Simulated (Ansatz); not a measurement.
TiO2 in the rutile structure, relaxed with r2SCAN in the plane-wave code Ansatz: the symmetry is P4_2/mnm (No. 136, tetragonal); a = 4.597 Å, c = 2.953 Å in the conventional setting, 10.40 Å³ an atom. Ti is surrounded by 6 O at 1.95–1.98 Å and 2 Ti at 2.95 Å; O is surrounded by 3 Ti at 1.95–1.98 Å. It was then strained (isotropic on every length), atoms relaxed again within the symmetry left. Unstrained, HSE06 gives 3.384 eV (Γ, 4×4×6 mesh), and the band edges keep their places in every row. Stress is positive in compression. The values are computed, spin-unpolarised, and not measurements.

Axes as in this cell:
```yaml
crystal:
  lattice:
    - [4.59685, 0.00000, 0.00000]
    - [0.00000, 4.59685, 0.00000]
    - [0.00000, 0.00000, 2.95349]
  atoms:
    - { symbol: Ti, position: [0.00000, 0.00000, 0.00000] }
    - { symbol: Ti, position: [0.50000, 0.50000, 0.50000] }
    - { symbol: O, position: [0.30464, 0.30464, 0.00000] }
    - { symbol: O, position: [0.19536, 0.80464, 0.50000] }
    - { symbol: O, position: [0.80464, 0.19536, 0.50000] }
    - { symbol: O, position: [0.69536, 0.69536, 0.00000] }
```

```tsv
strain (%)	ln(V/V₀)	ΔE_g, HSE06 (eV)	Δpressure, r2SCAN (GPa)	Δ(mean ε∞, r2SCAN)
-4.0	-0.1225	+0.223	+38.55	-0.16
-2.0	-0.0606	+0.105	+16.65	-0.09
-1.0	-0.0302	+0.050	+7.73	-0.05
+1.0	+0.0299	-0.048	-6.68	+0.05
+2.0	+0.0594	-0.088	-12.39	+0.10
+3.0	+0.0887	-0.127	-17.27	+0.15
```

Question: Fit ΔE_g = a x + b x² to these rows by least squares, with x = ln(V/V₀).

Answer: The normal equations take Σx² = 3.188e-02, Σx³ = -1.154e-03, Σx⁴ = 3.147e-04, ΣxΔE = -5.312e-02 and Σx²ΔE = 2.425e-03, and give a = -1.60 eV, b = +1.8 eV; the largest residual is 0.002 eV. a is the volume deformation potential of this gap.

Question: Fit the change of pressure in the same way.

Answer: Δpressure = -243.8 x + (571) x² GPa. So B₀ = 243.8 GPa and B′ ≈ 2 × 571/243.8 = 4.7; two terms over so wide a range bias B₀ by a few per cent and B′ by more; the gap's pressure coefficient at zero is −a/B₀ = +7 meV/GPa, with HSE06's a and r2SCAN's B₀. With the axis ratios held, these aren't quite the hydrostatic values.

Question: Predict the withheld row at -3.0 % (x = -0.0914).

Answer: ΔE_g ≈ -1.60 × (-0.0914) + (1.8) × (-0.0914)² = +0.161 eV, and Δpressure ≈ +27.05 GPa. The runs give +0.163 eV and +26.87 GPa, off by +0.002 eV and -0.18 GPa.

Question: Fit the last column too (unstrained value 7.00), and predict it for the withheld row.

Answer: Δ = +1.55 x + (1.9) x², which gives -0.13 at x = -0.0914; the run gives -0.13.

The meshes of the hybrids are coarse, so their gaps aren't converged to the digits shown.

For a response run the program warns that the ground state's bands aren't all converged, so ε∞ carries an extra error.
